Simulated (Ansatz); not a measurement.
**Calculated with Ansatz: Cs$_{2}$Sb$_{2}$PdBr$_{4}$, single run**

The command:

```bash
ansatz run input.yaml --threads 1 --pin off --max-ram 2560MiB --backend cpu --events-out ev --progress --plain --runs-dir out
```

The input file (Ansatz 0.2.0, plane waves):

```yaml
crystal:
  lattice:
    - [-4.129215, 4.129215, 4.418954]
    - [4.129215, -4.129215, 4.418954]
    - [4.129215, 4.129215, -4.418954]
  atoms:
    - { symbol: Pd, position: [0.0, 0.0, 0.0] }
    - { symbol: Sb, position: [0.34815, 0.34815, 0.0] }
    - { symbol: Sb, position: [0.65185, 0.65185, 0.0] }
    - { symbol: Cs, position: [0.75, 0.25, 0.5] }
    - { symbol: Cs, position: [0.25, 0.75, 0.5] }
    - { symbol: Br, position: [0.20356, 0.20356, 0.40712] }
    - { symbol: Br, position: [0.20356, 0.79644, 0.0] }
    - { symbol: Br, position: [0.79644, 0.79644, 0.59288] }
    - { symbol: Br, position: [0.79644, 0.20356, 0.0] }
  symmetry: { tolerance: 0.0003 }
kpoints:
  mp_grid: { grid: [3, 3, 3], shift: [0, 0, 0] }
magnetization:
  spin_polarized: false
scf:
  occupations: { method: gaussian, width: 0.025 }
hamiltonian:
  pseudopotentials: { kind: paw }
  xc: pbe
  dispersion: d3bj
basis:
  ecutwfc: 420
output:
  forces: true
  stress: true
  eigenvalues: true
```

Origin of the cell: a known structure type with other elements, at an estimated volume, so it need not be a known compound.

Output (shortened):

```
Pseudopotentials: kind: paw
Pseudopotential: Pd, paw, valence charge 18, recommended cutoff 420 eV (normal), Pd.paw.azcp
Pseudopotential: Sb, paw, valence charge 15, recommended cutoff 420 eV (normal), Sb.paw.azcp
Pseudopotential: Cs, paw, valence charge 9, recommended cutoff 420 eV (normal), Cs.paw.azcp
Pseudopotential: Br, paw, valence charge 7, recommended cutoff 420 eV (normal), Br.paw.azcp
Functional definition: PBE
  exchange = pbe_x(kappa = kappa, mu = beta*pi^2/3)
  correlation = pbe_c(beta = beta)
Crystal: 9 atoms, lattice volume = 301.380 Å³
Basis set: ecut = 420 eV, 5827 PW (Γ), exchange–correlation on 100×100×100 points (8 copies of the dense FFT grid, shifted against one another)
Bands: 57, of which v1, the nominal top of the filled ones, is band 47 counted from 1 (46 counted from 0)
Symmetry: 16 space group operations
[… 10 lines left out …]
Initial density: superposition of atomic densities (neutral atoms: chi_scale 0, normalization atom), corrected by the library's trained network
Functional: x = pbe(κ = 0.804, μ = 0.219515), c = pbe(β = 0.066725)
SCF iter   1: F=—  HF=-42424.366130 eV  Δρ=4.76e-3  dr2=5.28e-2
SCF iter   2: F=—  HF=-42424.359266 eV  Δρ=2.35e-3  dr2=1.73e-2  defer=29
SCF iter   3: F=—  HF=-42424.355540 eV  Δρ=2.82e-4  dr2=2.72e-4  defer=24
SCF iter   4: F=—  HF=-42424.355579 eV  Δρ=9.68e-5  dr2=3.89e-5  defer=24
SCF iter   5: F=—  HF=-42424.355508 eV  Δρ=3.01e-5  dr2=3.02e-6  defer=24
SCF iter   6: F=—  HF=-42424.355509 eV  Δρ=9.06e-6  dr2=3.35e-7  defer=24
SCF iter   7: F=-42424.355509 eV  HF=-42424.355509 eV  Δρ=3.04e-6  dr2=4.07e-8
SCF 1 converged in 7 iterations: F = -42424.355509 eV  dr2 = 4.07e-8
SCF converged after 7 iterations
Free energy (F): -42424.355509 eV
Harris-Foulkes:  -42424.355509 eV  (|F-HF|=6.56e-9)
Internal energy: -42424.355509 eV  (E = F + TS)
E sigma→0 (E₀):  -42424.355509 eV
Fermi energy:    6.567014 eV
--- Per-component energies (eV) ---
  E_band       = -907.897699
  E_kinetic    = 1751.445338
  E_local      = -9415.083378  (includes V_loc(G=0)·N_el)
  E_nonlocal   = 1283.387665
  E_hartree    = 3974.990891
  E_xc         = -1853.331684
  E_vxc        = -1072.844470  (∫ρ·V_xc dr)
  E_paw        = -32020.581155  (= ΣΔE_a)
  E_vpaw       = -1404.777523  (= ΣTr[D̂ρ^β])
  E_aug_tail   = 0.000202  (compensation charges beyond the density's cutoff)
  E_ewald      = -6142.583621
  E_disp       = -2.599768  (pairwise vdW)
  E_smearing   = -0.000000  (= −TS)
  Σ components = -42424.355509   (vs F -42424.355509, Δ=0.00e0)
--- Forces (eV/Å), atoms counted from 1 ---
  atom   1  Pd     0.000000     0.000000    -0.000000
  atom   2  Sb    -0.000000    -0.000000     1.481373
  atom   3  Sb    -0.000000    -0.000000    -1.481373
  atom   4  Cs     0.000000     0.000000     0.000000
  atom   5  Cs    -0.000000     0.000000    -0.000000
  atom   6  Br     1.045346     1.045346     0.000000
  atom   7  Br    -1.045346     1.045346     0.000000
  atom   8  Br    -1.045346    -1.045346     0.000000
  atom   9  Br     1.045346    -1.045346    -0.000000
  max |Σ_I F_I| component: 6.66e-16 eV/Å
--- Stress (GPa, compression-positive) ---
        4.085858      -0.000000      -0.000000
       -0.000000       4.085858       0.000000
       -0.000000       0.000000      -0.291895
  P = ⅓ Tr σ = 2.6266 GPa (26.266 kbar)
```

Caveats: no spin-orbit coupling, though heavy elements are present.

The run took 13 s on 1 thread of Arm Neoverse N1, with other jobs on the host, peak memory 0.57 GiB, from the program's own first density.
